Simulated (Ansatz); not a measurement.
WN2:
```xyz
6
Lattice="2.9020 0.0000 0.0000 -1.4510 2.5132 0.0000 0.0000 0.0000 7.7083" Properties=species:S:1:pos:R:3 pbc="T T T"
W      0.0000     1.6755     5.7812
W      1.4510     0.8377     1.9271
N      0.0000     0.0000     7.0122
N      0.0000     0.0000     0.6961
N      0.0000     0.0000     3.1580
N      0.0000     0.0000     4.5503
```

Relaxed with HSE06.

Q: Give the Bader charges and basin volumes of the independent atoms, the program Ansatz at the HSE06 level (PAW).

A: 

```json
[
 {"atom": "W1", "Bader charge (e)": "+1.91", "Bader volume (Å³)": "10.8"},
 {"atom": "N3", "Bader charge (e)": "-0.96", "Bader volume (Å³)": "8.6"}
]
```

Space group P6_3/mmc. The workflow started from a Materials Project entry (that database holds measured and hypothetical structures alike); the Crystallography Open Database copy checked does not list it. Whether it is the stable phase at ambient conditions was not checked. Symmetry was held in the HSE06 relaxation; its stability against distortions is not shown here. No spin polarisation was allowed. Spin–orbit coupling is left out wherever it is not named.

Potentials: the later of the program's two PAW sets.
